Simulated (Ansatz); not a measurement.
## BaAs2Rh2 (I4/mmm): electronic heat capacity and spin susceptibility from the density of states

Computed with Ansatz 0.2.0, DFT PBEsol, scalar-relativistic, plane waves, PAW.

Plane waves to 420 eV, a k mesh through Γ of 12×12×12 on the computed 5-atom cell and Gaussian smearing (0.10 eV); no spin polarisation.

Relaxed cell: I4/mmm, a = 4.017 Å, b = 4.017 Å, c = 12.791 Å, α = 90.00°, β = 90.00°, γ = 90.00°, 5 atoms in the primitive cell. Whether it is the stable form of this composition wasn't checked.

The density of states at the Fermi level is 3.177 states/eV in the cell of 5 atoms (1 formula unit; both spins, tetrahedra on a 18×18×18 mesh). Averaged over bins of 0.1 eV the density runs from 2.5 to 3.7 states/eV within 0.2 eV of the Fermi level, so the figure hangs on the exact place of that level.

Question: What Sommerfeld coefficient and Pauli susceptibility does this give?

Answer: Per formula unit N(E_F) = 3.177 states/eV. γ = (π²/3) k_B² N(E_F) N_A = 2.357 mJ/(mol K²) per state/eV, so γ = 7.5 mJ/(mol K²), a mole of formula units. χ_P = μ_B² N(E_F) N_A = 3.23×10⁻⁵ emu/mol per state/eV gives 10.3×10⁻⁵ emu/mol. This is the bare band result: a measured γ of the same phase is as a rule larger by a factor 1 + λ from phonons and spin fluctuations, the spin part of χ is larger by the Stoner factor, and a measured χ also holds orbital and core terms. N(E_F) at one energy is sensitive to the mesh where the density of states has sharp peaks.

Spin-orbit coupling is left out, which matters for the bands of heavy elements.

Cost: 1 run of about 2.4 core-minutes, on Intel Xeon Platinum 8488C (Sapphire Rapids) (shared hosts).